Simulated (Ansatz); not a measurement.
ZrS2 in space group Pca2_1 (No. 29; Zr on 4a, S on 4a, S on 4a), PBE in the plane-wave PAW code Ansatz. The conduction-band minimum lies on the S–Y line, 80 % of the way from S, with 2 equivalent valleys. Second derivatives d²E/dk² of the lowest band at one valley (eV·Å²), along Cartesian directions:

```json
[
 {"direction": "[100]", "d²E/dk²": "3.594"},
 {"direction": "[010]", "d²E/dk²": "8.421"},
 {"direction": "[001]", "d²E/dk²": "15.22"},
 {"direction": "[110]", "d²E/dk²": "6.007"},
 {"direction": "[101]", "d²E/dk²": "9.405"},
 {"direction": "[011]", "d²E/dk²": "11.81"}
]
```

Problem. Find the principal effective masses, the density-of-states mass and the conductivity mass.

Solution. Off-diagonal terms follow from H_xy = H[110] − (H_xx + H_yy)/2, and m*/mₑ = 7.620 eV·Å² over each eigenvalue: 0.50, 0.90, 2.1. One valley's DOS mass (m₁m₂m₃)^(1/3) = 0.99, conductivity mass 3/(Σ 1/mᵢ) = 0.84 mₑ.

Problem. What effective density of states Nc follows at 300 K for parabolic valleys?

Solution. Nc = 2.509e19 × 2 × (0.99)^(3/2) ≈ 4.9e19 cm⁻³.

The start of the workflow was typed in or built on a structure type; neither database checked (COD, Materials Project) lists it. Its standing as an ambient phase is unchecked. The PBE relaxation kept the symmetry of its start; whether a distortion lowers the energy is not shown. The run is not spin-polarised. Spin–orbit coupling is left out wherever it is not named.

Potentials: the earlier of the program's two PAW sets.

Edges and masses are those of Kohn–Sham bands, whose gap is no quasiparticle gap.
